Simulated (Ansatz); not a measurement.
A geometry of ZrO₂ away from equilibrium: step 2 of the relaxation of a relaxed ZrO2 cell shaken by Gaussian noise of σ = 0.08 Å a coordinate. All values below come from PBE (plane waves to 420 eV, PAW, scalar-relativistic; Ansatz, a program for electronic structure). Γ-centred k-mesh 4×4×4 on the run's cell (coarser than for final values), Fermi–Dirac smearing 0.05 eV.

```yaml
crystal:
  lattice:
    - [5.21260, 0.01369, 0.01012]
    - [0.01383, 5.23381, 0.01751]
    - [-0.89828, 0.01532, 5.33308]
  atoms:
    - { symbol: Zr, position: [0.27028, 0.03559, 0.20988] }
    - { symbol: Zr, position: [0.73267, 0.54872, 0.29991] }
    - { symbol: Zr, position: [0.71244, 0.96398, 0.80055] }
    - { symbol: Zr, position: [0.26632, 0.46404, 0.72533] }
    - { symbol: O, position: [0.07089, 0.32796, 0.35583] }
    - { symbol: O, position: [0.94242, 0.83416, 0.15429] }
    - { symbol: O, position: [0.92814, 0.67398, 0.65248] }
    - { symbol: O, position: [0.06330, 0.17141, 0.85324] }
    - { symbol: O, position: [0.45814, 0.73813, 0.46846] }
    - { symbol: O, position: [0.55237, 0.23866, 0.03301] }
    - { symbol: O, position: [0.52989, 0.23862, 0.54070] }
    - { symbol: O, position: [0.44865, 0.73233, 0.97580] }
```

**Question.** What forces act on the atoms (eV/Å)?

**Answer.** 
| atom | Fx | Fy | Fz |
|---|---|---|---|
| Zr1 | 0.53 | 0.90 | 0.93 |
| Zr2 | 0.09 | -1.02 | -0.33 |
| Zr3 | 0.40 | 0.07 | -0.75 |
| Zr4 | 0.46 | -1.15 | -1.07 |
| O5 | -0.58 | 0.16 | -0.14 |
| O6 | -1.12 | -0.94 | -0.03 |
| O7 | 0.15 | 0.18 | 0.22 |
| O8 | -0.17 | -0.02 | 0.07 |
| O9 | -0.71 | 1.01 | 0.48 |
| O10 | -0.14 | 0.65 | 0.45 |
| O11 | 0.70 | -0.31 | -0.14 |
| O12 | 0.40 | 0.46 | 0.32 |

**Question.** What is the pressure?

**Answer.** +0.2 GPa, compression positive.

**Question.** How far above the relaxed end point is this geometry?

**Answer.** 0.03 eV/atom; the path ends in P2₁/c (No. 14) (AFLOW prototype A2B_mP12_14_2e_e (C43, as in ZrO2)).

No spin polarisation in the result.
